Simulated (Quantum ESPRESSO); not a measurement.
## Mo3Pt3RuAl (a curve over one atom's position)

Computed values, not a measurement. The program is pw.x of Quantum ESPRESSO 7.5 (plane-wave density functional theory). The cell is made up: eight metal atoms on a face-centred cubic lattice, with elements, volume, strain and displacements drawn at random and not relaxed, so it may be unstable or far from any real phase. PseudoDojo standard norm-conserving files set the functional (PBE unless stated); there is no spin polarisation or spin-orbit coupling, the Fermi-Dirac width of 0.25 eV means electrons at about 2900 K, and the masses in the input are unused placeholders. Heavy elements are run without spin-orbit coupling, which real alloys of them have. A spin test at this wide smearing found no moment, but such smearing suppresses magnetism that the real alloy may have.

Seven runs move atom 3 (Ru, counted in the order of the input) along y and keep all else fixed.

Input of the run at -0.0123:

```
&control calculation='scf', pseudo_dir='./dojo.nc.sr.pbe.v0_5.standard.upf', outdir='./o', disk_io='medium', tprnfor=.true., tstress=.true. /
&system ibrav=0, nat=8, ntyp=4, nbnd=75, ecutwfc=84.00895049, nosym=.true., tot_charge=0,
 occupations='smearing', smearing='fd', degauss=0.0183746611
/
&electrons conv_thr=1.470e-08, electron_maxstep=70, mixing_beta=0.5 /
ATOMIC_SPECIES
Al 1.0 Al.upf
Mo 1.0 Mo.upf
Pt 1.0 Pt.upf
Ru 1.0 Ru.upf
CELL_PARAMETERS angstrom
0.0 3.9178 0.0
-3.9178 0.0 -3.9178
-3.9178 0.0 3.9178
ATOMIC_POSITIONS angstrom
Mo 0.0726 0.0051 0.0476
Pt -2.0545 -0.0066 1.9478
Ru -1.9628 -0.041 -1.9697
Al -3.9339 0.01 0.0028
Mo -1.9866 1.9385 -0.0052
Pt -3.8791 1.9756 2.0217
Pt -3.9148 1.9084 -1.9578
Mo -5.8147 2.0035 -0.005
K_POINTS automatic
6 4 4 1 1 1
```

```
shift of atom 3 along y (Å)  free energy less that of the input shown (eV)  Fx on atom 3 (eV/Å)  Fy on atom 3 (eV/Å)  Fz on atom 3 (eV/Å)  pressure (GPa)  iterations
                    -0.1562                                         0.1444                0.206                1.733                0.358            4.58          17
                    -0.1421                                         0.1210                0.214                1.588                0.348            4.42          17
                    -0.0623                                         0.0266                0.267                0.782                0.297            3.77          17
                    -0.0413                                         0.0124                0.283                0.572                0.286            3.67          17
                    -0.0123                                         0.0000                0.308                0.285                0.271            3.58          17
                    +0.0921                                         0.0240                0.414               -0.746                0.231            3.70          17
                    +0.1202                                         0.0489                0.447               -1.024                0.224            3.86          17
```

A cubic fit gives dFy/dy = -9.88 eV/Å² at zero shift. Across the table the energy follows minus the integral of the force to 0.1 meV. A rerun of one of the cells at a higher cutoff and on a denser mesh moved values by no more than 0.013 eV in energy, 0.12 GPa in stress and 0.011 eV/Å in force, and a second program with other atomic files agreed on that cell to 2 % rms in force and 0.5 GPa in pressure.